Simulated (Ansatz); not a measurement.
# MgS (rock salt): generalised stacking-fault energy along a line

MgS (rock salt) is sheared across one {110} plane: the third cell vector gains the shift, so faults repeat every 5.5 Å. The cut lies between planes 1.84 Å apart; the cell height is held.

```
MgS
1.0
    3.67917     0.00000     0.00000
    0.00000     5.20313     0.00000
    1.83958     2.60157     5.51875
S Mg
3 3
Cartesian
  1.53299   2.16797   4.59896
  1.53299   2.16797   0.91979
  3.37257   4.76954   2.75938
  1.53299   4.76954   0.91979
  3.37257   2.16797   2.75938
  1.53299   4.76954   4.59896
```

In-plane vectors a = (3.679, 0.000) Å, b = (0.000, 5.203) Å, area 19.14 Å². The shift is s times the vector b (length 5.203 Å), so s = 1 restores the start. Atoms relax along the normal only. γ = [E(shift) − E(0)] / area.

These are r2SCAN (plane waves to 500 eV, PAW, scalar-relativistic; Ansatz, a program for electronic structure) values and carry that method's errors. k mesh 8×8×8 (Γ-centred), Fermi-Dirac smearing 0.05 eV. Energies are extrapolated to zero smearing. Compression counts positive. As the smearing reaches across the gap at some points, the k mesh leaves noise in γ, roughly 0.02 J/m² as judged from a few cases. Faults lie only 5.5 Å apart, and holding the cell height raises γ above its relaxed value. MgS was relaxed with its symmetry unable to fall. The zero of γ is zero shift.

```json
[
 {"s": "0.000", "γ (J/m²)": "0.00", "σ normal to the fault (GPa)": "0.0"},
 {"s": "0.083", "γ (J/m²)": "0.25", "σ normal to the fault (GPa)": "-0.2"},
 {"s": "0.167", "γ (J/m²)": "1.03", "σ normal to the fault (GPa)": "1.1"},
 {"s": "0.250", "γ (J/m²)": "2.15", "σ normal to the fault (GPa)": "7.3"},
 {"s": "0.333", "γ (J/m²)": "3.14", "σ normal to the fault (GPa)": "14.0"},
 {"s": "0.417", "γ (J/m²)": "3.68", "σ normal to the fault (GPa)": "16.2"},
 {"s": "0.500", "γ (J/m²)": "3.84", "σ normal to the fault (GPa)": "16.6"},
 {"s": "0.583", "γ (J/m²)": "3.68", "σ normal to the fault (GPa)": "16.2"},
 {"s": "0.667", "γ (J/m²)": "3.14", "σ normal to the fault (GPa)": "14.0"},
 {"s": "0.750", "γ (J/m²)": "2.15", "σ normal to the fault (GPa)": "7.3"},
 {"s": "0.833", "γ (J/m²)": "1.03", "σ normal to the fault (GPa)": "1.1"},
 {"s": "0.917", "γ (J/m²)": "0.25", "σ normal to the fault (GPa)": "-0.2"}
]
```

Read from the data:

- Highest computed γ on the line: 3.84 J/m²
- Position of the highest point: s = 0.500
- Local minima between the ends: no computed point is one
- Steepest slope dγ/d(shift) before the first maximum (spline): 27 GPa

(The slope of γ gives the shear force per area between the displaced halves; near zero shift its curvature is an elastic stiffness.)
